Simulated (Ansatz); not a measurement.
# A plane-wave run on Cd2PdO2

input.yaml (Ansatz 0.2.0)

```yaml
crystal:
  lattice:
    - [0.0, 3.09263, 0.0]
    - [4.68334, 0.0, 0.0]
    - [2.34167, 1.546315, -5.088018]
  atoms:
    - { symbol: Pd, position: [0.0, 0.0, 0.0] }
    - { symbol: O, position: [0.3627, 0.8627, 0.2746] }
    - { symbol: O, position: [0.6373, 0.1373, 0.7254] }
    - { symbol: Cd, position: [0.35758, 0.35758, 0.28484] }
    - { symbol: Cd, position: [0.64242, 0.64242, 0.71516] }
  symmetry: { tolerance: 0.0003 }
kpoints:
  mp_grid: { grid: [8, 8, 8], shift: [0, 0, 0] }
  band_path:
    path:
      - [0.0, 0.0, 0.0]
      - [0.0, 0.0, -0.5]
      - [-0.45381843, 0.0, -0.72690922]
      - [-0.54618157, 0.0, -0.27309078]
      - [0.0, 0.0, 0.0]
      - [0.0, 0.60590686, 0.30295343]
      - [0.0, 0.39409314, -0.30295343]
      - [0.0, 0.0, -0.5]
      - [0.0, 0.0, 0.0]
      - [-0.5, 0.0, -0.5]
      - [-0.5, 0.5, -0.25]
    npoints: 14
magnetization:
  spin_polarized: false
scf:
  occupations: { method: fermi_dirac }
  lower_state_search: "off"
  max_iter: 200
hamiltonian:
  pseudopotentials: { kind: paw }
  xc: r2scan
basis:
  ecutwfc: 500
  fft_grid_basis: typed
output:
  forces: true
  stress: true
  eigenvalues: true
  bader: true
  populations: true
  elf: true
  write_potential: true
  volumetric_format: npy
  dos:
    e_range: [-12, 8]
    de: 0.05
    projected: { site_lists: { Cd: [Cd], O: [O], Pd: [Pd] } }
  write_density: true
checkpoint:
  read: saved_state
```

Run as

```sh
ansatz run input.yaml --threads 1 --pin off --max-ram 2560MiB --backend cpu --events-out ev --progress --plain --runs-dir out
```

The saved state is an earlier solution for the same cell, perhaps on another mesh. 

Output (shortened):

```
Pseudopotentials: kind: paw
Pseudopotential: Pd, paw, valence charge 18, recommended cutoff 500 eV (meta_gga), Pd.paw.azcp
Pseudopotential: O, paw, valence charge 6, recommended cutoff 500 eV (meta_gga), O.paw.azcp
Pseudopotential: Cd, paw, valence charge 20, recommended cutoff 500 eV (meta_gga), Cd.paw.azcp
Functional definition: r2SCAN
  exchange = r2scan_x(k0 = k0, k1 = k1, a1 = a1)
  correlation = r2scan_c
Crystal: 5 atoms, lattice volume = 73.694 Å³
Basis set: ecut = 500 eV, 1887 PW (Γ), exchange–correlation on 96×144×180 points (64 copies of the dense FFT grid, shifted against one another)
Bands: 42, of which v1, the nominal top of the filled ones, is band 35 counted from 1 (34 counted from 0)
Symmetry: 8 space group operations
Space group: Immm (ITA 71), of the structure as read, at distance tolerance 1.3e-3 Å
k-points: 95 of 512
Initial density: read from a saved state, or passed on in memory by an earlier SCF of this step, an earlier step, the calling program or the single point that the run made first
Functional: x = r2scan, c = r2scan; τ floored in thin density (d = 2e-4 eV/Å³)
SCF iter   1: F=-24656.4020 eV  Δρ=2.59e-3  dr2=1.66e-3  dr2_τ=9.52e-4
SCF iter   2: F=-24656.4031 eV  Δρ=1.33e-3  dr2=2.40e-4  dr2_τ=2.48e-4
SCF iter   3: F=-24656.4032 eV  Δρ=4.95e-4  dr2=9.34e-5  dr2_τ=3.39e-5
SCF iter   4: F=-24656.4032 eV  Δρ=1.38e-4  dr2=1.47e-5  dr2_τ=1.73e-6
SCF iter   5: F=-24656.4032 eV  Δρ=8.31e-5  dr2=3.60e-6  dr2_τ=7.38e-7
SCF iter   6: F=-24656.4032 eV  Δρ=1.63e-5  dr2=2.28e-7  dr2_τ=1.35e-8
SCF iter   7: F=-24656.4032 eV  Δρ=6.59e-6  dr2=5.43e-8  dr2_τ=1.62e-9
Free energy (F): -24656.4032 eV
Harris-Foulkes:  -24656.4032 eV  (|F-HF|=5.58e-9)
Internal energy: -24656.3471 eV  (E = F + TS)
E sigma→0 (E₀):  -24656.3751 eV
Entropy (-TS):   -0.0562 eV (-11.230 meV/atom)
Fermi energy:    14.0871 eV
--- Per-component energies (eV) ---
  E_band       = -1070.3662
  E_kinetic    = 1874.5384
  E_local      = -8559.6332  (includes V_loc(G=0)·N_el)
  E_nonlocal   = 383.6213
  E_hartree    = 3821.1309
  E_xc         = -642.1010
  E_vxc        = -932.4954  (∫ρ·V_xc dr)
  E_paw        = -12303.6622  (= ΣΔE_a)
  E_vpaw       = -1543.3439  (= ΣTr[D̂ρ^β])
  E_aug_tail   = 0.0021  (compensation charges beyond the density's cutoff)
  E_vtau       = 64.6847  (kinetic-family band-sum trace: ∫τ·v_τ [+ j·A + Jᵃ·Aᵃ] dr)
  E_ewald      = -9228.5978
  E_core_change = -1.6455  (= ΣΔE_core)
  E_smearing   = -0.0562  (= −TS)
--- Forces (eV/Å), atoms counted from 1 ---
  atom   1  Pd     0.0000     0.0000     0.0000
  atom   2  O      0.0000     0.0000    -0.9338
  atom   3  O      0.0000     0.0000     0.9338
  atom   4  Cd     0.0000     0.0000    -0.3916
  atom   5  Cd     0.0000     0.0000     0.3916
--- Stress (GPa, compression-positive) ---
        3.5519       0.0000       0.0000
        0.0000       2.2241       0.0000
        0.0000       0.0000      -3.0115
  P = ⅓ Tr σ = 0.9215 GPa (9.215 kbar)
--- Löwdin populations: 5 sites ---
  site symbol       q [e]
     0     Pd     16.8616
     1      O      7.1214
     2      O      7.1214
     3     Cd     19.0535
     4     Cd     19.0535
  spilling = 0.0113 (of n_electrons = 70.0000)
```

Origin: a known structure type with other elements, at an estimated volume, so it need not be a known compound. Caveats: many states at the Fermi level without spin polarisation, so a magnetic state may lie lower.

Cost: 78 s on 1 thread of Arm Neoverse V2, on a shared host, peak memory 0.72 GiB (start from a saved density).
